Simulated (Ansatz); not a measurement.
MgTe:
```
MgTe
1.0
    0.00000     3.21948     3.21948
    3.21948     0.00000     3.21948
    3.21948     3.21948     0.00000
Mg Te
1 1
Direct
  0.00000   0.00000   0.00000
  0.25000   0.25000   0.25000
```

Cartesian axes are those of the cell as given.

### Question
Give the proper piezoelectric stress tensor with relaxed ions from PBEsol (plane waves, PAW; program Ansatz).

### Answer
In C/m², rows x, y, z, Voigt columns; mesh uncertainty up to 0.00.
```
0.00  0.00  0.00  0.13  0.00  0.00
0.00  0.00  0.00  0.00  0.13  0.00
0.00  0.00  0.00  0.00  0.00  0.13
```

The elastic tensor of the same run (GPa):

```
45.5  31.6  31.6   0.0   0.0   0.0
31.6  45.5  31.6   0.0   0.0   0.0
31.6  31.6  45.5   0.0   0.0   0.0
 0.0   0.0   0.0  16.4   0.0   0.0
 0.0   0.0   0.0   0.0  16.4   0.0
 0.0   0.0   0.0   0.0   0.0  16.4
```

### Question
Convert to strain constants d = e·S.

### Answer
In pC/N:
```
0.0  0.0  0.0  7.9  0.0  0.0
0.0  0.0  0.0  0.0  7.9  0.0
0.0  0.0  0.0  0.0  0.0  7.9
```

Space group F-43m (zinc blende). The cell was relaxed with PBEsol under the symmetry of its start. Spin–orbit coupling is left out wherever it is not named.

Potentials: the later of the program's two PAW sets.
